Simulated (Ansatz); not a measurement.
**Slab of bcc W (100), 5 layers**

The slab is cut from the bcc crystal, the stable phase, as relaxed on PAW files (15.40 Å³/atom), with 16 Å of vacuum and a dipole correction:

```xyz
5
Lattice="3.1349 0.0000 0.0000 0.0000 3.1349 0.0000 0.0000 0.0000 22.2697" Properties=species:S:1:pos:R:3 pbc="T T T"
W     0.0000    0.0000    8.0000
W     1.5674    1.5674    9.5674
W     0.0000    0.0000   11.1349
W     1.5674    1.5674   12.7023
W     0.0000    0.0000   14.2697
```

Level of theory: DFT with LDA, scalar-relativistic, in Ansatz 0.2.0; a Γ-centred 12×12×1 k mesh, Fermi–Dirac smearing of 0.1 eV, no spin polarisation. LAPW: all electrons, basis error target 1 meV/atom; PAW: frozen-core files, cutoff 420 eV.

The bulk energy comes from a cell in the slab's orientation on a 12×12×12 mesh. The surface energy is (E(slab) − N·E(bulk))/2A at zero smearing, the mean of both faces; thin slabs carry quantum-size effects.

Spin–orbit coupling is left out, which matters for the heavy atoms. The PAW files were made under PBE.

Question: As cut, the LAPW slab lies 5.820 eV above 5 atoms of bulk. What surface energy is that?

Answer: Over two faces of 9.83 Å² it is 296.1 meV/Å², and times 16.02 J/m² per eV/Å² that gives γ = 4.744 J/m².

Question: What do relaxation and the other method give, and what work function comes out?

Answer: 

```csv
method,γ as cut (J/m²),γ relaxed (J/m²),Φ as cut (eV),Φ relaxed (eV)
LAPW,4.744,4.503,4.53,4.45
PAW,4.749,4.505,4.53,4.45
```

Question: How do the spacings between the planes relax?

Answer: From the bottom face up: d12 -10.7 % of 1.567 Å, d23 +1.5 % of 1.567 Å, d34 +1.5 % of 1.567 Å, d45 -10.7 % of 1.567 Å.

Question: What changes if the vacuum is set to 7 Å?

Answer: LAPW then gives: no gap, work function 4.24 eV; PAW: no gap, work function 4.09 (top) and 4.21 (bottom) eV. The program warns that the vacuum is too thin.

Question: A field of 0.3 V/Å is applied along the normal, atoms held. What follows?

Answer: LAPW finds an induced dipole of 0.1642 e·Å a cell (PAW 0.1643), that is 10.08 Å for 4πα over the area, against 5.98 Å between the outer atoms.

Question: A 4f core hole is made on one atom of each kind in every 1×1 cell (PAW hole dataset, neutral cell, valence without spin). What does it cost by layer?

Answer: layer 1 31.92 eV, layer 2 32.22 eV, layer 3 32.38 eV. Shifts between layers mean more than the absolute values, and a whole layer of holes screens otherwise than one hole.

Question: In the relaxed 1×1 cell, replace the outer, then the middle W by Re, which changes a whole layer. What shift does this Z+1 picture give?

Answer: E(outer) − E(middle) = -0.37 eV by LAPW and -0.37 eV by PAW; a positive value puts the surface line at higher binding energy.
